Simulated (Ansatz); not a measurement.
An elastic tensor (GPa, Voigt order, standard axes) from DFT-LDA in the program Ansatz with PAW potentials:

```
491  232  275  0.0  0.0  0.0
232  491  275  0.0  0.0  0.0
275  275  345  0.0  0.0  0.0
0.0  0.0  0.0  175  0.0  0.0
0.0  0.0  0.0  0.0  175  0.0
0.0  0.0  0.0  0.0  0.0  129
```

Question: Which compound is it?
A. NiSb, NiAs type
B. NiSe, NiAs type
C. InCu, NiAs type
D. BRh, NiAs type

Answer: D, BRh, NiAs type

Space group P6_3/mmc (NiAs type). The workflow started from a Materials Project entry (that database holds measured and hypothetical structures alike); the Crystallography Open Database copy checked does not list it. Whether it is the stable phase at ambient conditions was not checked. Symmetry was held in the LDA relaxation; its stability against distortions is not shown here. The run is not spin-polarised. As this level gives no gap, shear constants depend on the k-mesh and smearing (Fermi–Dirac, 0.1 eV here).

Potentials: the later of the program's two PAW sets.
